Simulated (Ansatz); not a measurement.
WC (WC type, space group P-6m2)

```yaml
crystal:
  lattice:
    - [2.92185, 0.00000, 0.00000]
    - [-1.46093, 2.53040, 0.00000]
    - [0.00000, 0.00000, 2.84710]
  atoms:
    - { symbol: W, position: [0.00000, 0.00000, 0.00000] }
    - { symbol: C, position: [0.66667, 0.33333, 0.50000] }
```

In this cell atom 2 (C, nearest neighbour W at 2.207 Å; its periodic images, 2.8 Å or more away, move with it) is moved by u·(1.000, 0.000, 0.000) + v·(0.000, 1.000, 0.000); the rest is frozen.

These are PBE (plane waves to 420 eV, PAW, scalar-relativistic; Ansatz, an electronic-structure program) values and carry that method's errors. k mesh 15×15×13 (Γ-centred), Fermi-Dirac smearing 0.05 eV. Points where atoms come too close for the PAW data are left out (x in tables, blank in figures). With partly filled bands, energies and forces of such displacements shift with the k mesh and the smearing. Fu and Fv are the components of the force on the atom. Spin-orbit coupling is left out, though W is heavy. WC is run without spin polarisation. WC was relaxed with its symmetry unable to fall. The last digit holds for this mesh only.

Changes of Fv (eV/Å) from the point u = 0.000 Å, v = 0.000 Å when one coordinate moves alone (two changes are said to add if the coupling is within 5 % of the smaller one, nearly so within 20 %):

```
point                      change
-------------------------  ------
u = 0.000 Å, v = -0.550 Å   3.534
u = 0.000 Å, v = -0.367 Å   3.656
u = 0.000 Å, v = -0.183 Å   2.377
u = -0.550 Å, v = 0.000 Å   2.651
u = -0.367 Å, v = 0.000 Å   1.283
u = -0.183 Å, v = 0.000 Å   0.330
u = 0.183 Å, v = 0.000 Å    0.330
u = 0.367 Å, v = 0.000 Å    1.283
u = 0.550 Å, v = 0.000 Å    2.651
u = 0.000 Å, v = 0.183 Å   -3.032
u = 0.000 Å, v = 0.367 Å   -6.131
u = 0.000 Å, v = 0.550 Å   -8.806
```

### Question
Do the two effects add at u = -0.183 Å, v = -0.367 Å? Give the computed change.

### Answer
The sum of the single changes is 0.330 + (3.656) = 3.986; the calculation gives 3.769, so the coupling contributes -0.217 (over 20 % of the smaller single change, not additive).

### Question
Do the two effects add at u = 0.550 Å, v = 0.550 Å? Give the computed change.

### Answer
The sum of the single changes is 2.651 + (-8.806) = -6.155; the calculation gives -3.776, so the coupling contributes 2.379 (over 20 % of the smaller single change, not additive).

### Question
What is the change at u = 0.367 Å, v = -0.183 Å, where both move, and how far is it from the sum?

### Answer
The sum of the single changes is 1.283 + (2.377) = 3.660; the calculation gives 3.262, so the coupling contributes -0.398 (over 20 % of the smaller single change, not additive).

(For displaced atoms, the force is minus the slope of the energy, and its curvature is a force constant, which sets phonon frequencies.)
